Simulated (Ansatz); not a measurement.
Trial structure of Be2Cd2O, not yet relaxed:

Space group P-3m1 (No. 164). a = 3.694 Å, b = 3.694 Å, c = 6.253 Å, α = 90.00°, β = 90.00°, γ = 120.00°
```csv
atom,site,symmetry,x,y,z
Be,2d,3m.,0.3333,0.6667,0.6318
Cd,2d,3m.,0.3333,0.6667,0.2606
O,1a,-3m.,0.0000,0.0000,0.0000
```

Method: DFT PBE, scalar-relativistic, plane waves, PAW in Ansatz 0.2.0. Plane waves to 420 eV, a k mesh through Γ of 6×6×4 on the computed 5-atom cell and Gaussian smearing (0.10 eV); no spin polarisation.

The zero of energy is the elements' standard structures at the same level (O₂ as a molecule); no fitted shifts are applied.

Problem. What does a single point on this coarse mesh give?

Solution. The pressure is 6.9 GPa (the mean over three directions, positive in compression), the largest force is 3.64 eV/Å, and the energy is +0.72 eV/atom against the elements. The shortest distance is 2.24 Å.

Problem. How much does it gain on relaxing, and where does it end?

Solution. Relaxing gains about 0.64 eV/atom (the start's value is from the coarse mesh, so the gain is rough) in 15 ionic steps and ends at +0.08 eV/atom on the finer mesh. The symmetry stays P-3m1 (No. 164). The volume per atom shrinks by 2.8 %, from 14.8 to 14.4 Å³. The shortest distance goes from 2.24 Å (Be–Cd) to 2.14 Å (Be–Be). The ratio c/a of the conventional cell changes by a factor of 1.23. Conventional cell: a = 3.414 Å, c = 7.116 Å. Be is surrounded by 3 Be at 2.14 Å and 4 Cd at 2.57–2.63 Å; around Cd lie 3 O at 2.42 Å and 4 Be at 2.57–2.63 Å; O is surrounded by 6 Cd at 2.42 Å.

The last run used a 12×12×6 mesh (in the run's order of axes) for its 5-atom cell and Gaussian smearing of 0.10 eV. The relaxation can't lower the symmetry of the start. A structure relaxed within its symmetry needn't be a true minimum. Another cell of Be2Cd2O relaxed alike, in I4/mmm, lies 0.58 eV/atom lower, so this cell isn't the stable form at this level.
